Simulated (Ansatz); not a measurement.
Space group P4_2/mnm (No. 136). a = 4.395 Å, b = 4.395 Å, c = 2.842 Å, α = 90.00°, β = 90.00°, γ = 90.00°
```csv
atom,site,symmetry,x,y,z
Mn,2a,m.mm,0.0000,0.0000,0.0000
O,4f,m.2m,0.3048,0.3048,0.0000
```

Equation of state of this MnO$_{2}$ structure (not necessarily the ground state), with shape and atoms relaxed at each volume where symmetry leaves them free. It has no gap at any of these volumes. Computed with DFT PBEsol, scalar-relativistic, plane waves, PAW in Ansatz 0.2.0.

Cutoff 420 eV; k points 8×8×12 on the computed 6-atom cell (Γ-centred); Gaussian smearing, width 0.10 eV; collinear spin.

```json
{"V (Å³/atom)": "8.052", "E − E(largest V) (meV/atom)": "67.53", "P (GPa)": "37.45"}
{"V (Å³/atom)": "8.327", "E − E(largest V) (meV/atom)": "10.36", "P (GPa)": "28.09"}
{"V (Å³/atom)": "8.601", "E − E(largest V) (meV/atom)": "-28.97", "P (GPa)": "17.40"}
{"V (Å³/atom)": "8.876", "E − E(largest V) (meV/atom)": "-50.80", "P (GPa)": "8.00"}
{"V (Å³/atom)": "9.150", "E − E(largest V) (meV/atom)": "-57.64", "P (GPa)": "-0.01"}
{"V (Å³/atom)": "9.425", "E − E(largest V) (meV/atom)": "-51.75", "P (GPa)": "-6.71"}
{"V (Å³/atom)": "9.699", "E − E(largest V) (meV/atom)": "-35.23", "P (GPa)": "-12.28"}
{"V (Å³/atom)": "10.065", "E − E(largest V) (meV/atom)": "0.00", "P (GPa)": "-18.06"}
```

Q: Fit a third-order Birch–Murnaghan equation to E(V).

A: V0 = 9.16 Å³/atom, B0 = 242 GPa, B0' = 4.0.

The state reached may not be the lowest one. The program reads another magnetic order as possibly lower. Moments started parallel, and an antiferromagnetic order may lie lower.

Cost: 8 runs of about 17 core-minutes in all, on Arm Neoverse V2 (shared hosts).